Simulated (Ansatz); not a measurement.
SiGe:
```yaml
crystal:
  lattice:
    - [3.90074, 0.00000, 0.00000]
    - [-1.95037, 3.37814, 0.00000]
    - [0.00000, 0.00000, 6.44222]
  atoms:
    - { symbol: Si, position: [0.66667, 0.33333, 0.87456] }
    - { symbol: Si, position: [0.33333, 0.66667, 0.37456] }
    - { symbol: Ge, position: [0.66667, 0.33333, 0.50044] }
    - { symbol: Ge, position: [0.33333, 0.66667, 0.00044] }
```

Relaxed with PBEsol.

Q: Give the optical modes at the zone centre with their infrared activity from DFPT, DFT-PBEsol in the program Ansatz with PAW potentials.

A: Transverse frequencies, without the LO–TO term; a row sums one degenerate level.

```
ω (cm⁻¹)  degeneracy  IR ((D/Å)²/amu)     activity  symmetry
--------  ----------  ---------------  -----------  --------
66                 2             0.00  IR-inactive        E2
230                1             0.00  IR-inactive        B1
383                1             0.00  IR-inactive        B1
393                2             0.00  IR-inactive        E2
404                1             0.06           IR        A1
404                2             0.09           IR        E1
```

Space group P6_3mc (wurtzite). The first step of the workflow began from a Materials Project structure, measured or hypothetical; the Crystallography Open Database copy checked does not list it. Whether it is the stable phase at ambient conditions was not checked. Symmetry was held in the PBEsol relaxation; of distortions, only those at the zone centre were tested.

Potentials: the earlier of the program's two PAW sets.
